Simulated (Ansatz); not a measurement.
Relaxed-ion elastic tensor of HfO₂ in space group P4_2/nmc (No. 137; Hf on 2a, O on 4d) in GPa (Voigt order), LDA (plane waves, PAW; program Ansatz); density 10.95 g/cm³, 10.64 Å³ per atom.

```
 418   254  84.9   0.0   0.0   0.0
 254   418  84.9   0.0   0.0   0.0
84.9  84.9   364   0.0   0.0   0.0
 0.0   0.0   0.0  37.4   0.0   0.0
 0.0   0.0   0.0   0.0  37.4   0.0
 0.0   0.0   0.0   0.0   0.0   191
```

Is the crystal mechanically stable?

Yes: the smallest eigenvalue of C is 37.4 GPa.

Work out the Voigt, Reuss and Hill averages.

K_V = 227, K_R = 217, K_H = 222; G_V = 105, G_R = 65.0, G_H = 85.0 GPa.

Give Young's modulus, Poisson's ratio, Pugh's ratio and the universal anisotropy index.

E = 9KG/(3K + G) = 226 GPa; ν = 0.33; K/G = 2.62 (ductile by the Pugh limit of 1.75); A_U = 5G_V/G_R + K_V/K_R − 6 = 3.11.

Estimate the sound speeds and the Debye temperature.

v_l = √((K + 4G/3)/ρ) = 5540 m/s, v_t = √(G/ρ) = 2790 m/s, mean 3120 m/s; Θ = (h/k)(3n/4πV)^(1/3) v_m = 423 K.

Solve the Christoffel equation for the three sound speeds along x, y, z.

Eigenvalues of C_ijkl n_j n_l equal ρv². In km/s, slowest first: x 1.85, 4.18, 6.18; y 1.85, 4.18, 6.18; z 1.85, 1.85, 5.77.

How much does each axis shrink under pressure?

Linear compressibilities β_i = Σ_j S_ij (j = 1 to 3): x 1.2, y 1.2, z 2.2 per TPa.

This is a known high-temperature phase of the composition, computed here at zero pressure and temperature. The cell was relaxed with LDA under the symmetry of its start; phonons on a q-mesh show no instability. No spin polarisation was allowed. Scalar-relativistic: spin–orbit coupling is off unless named, which matters more the heavier the elements.

Potentials: the earlier of the program's two PAW sets.
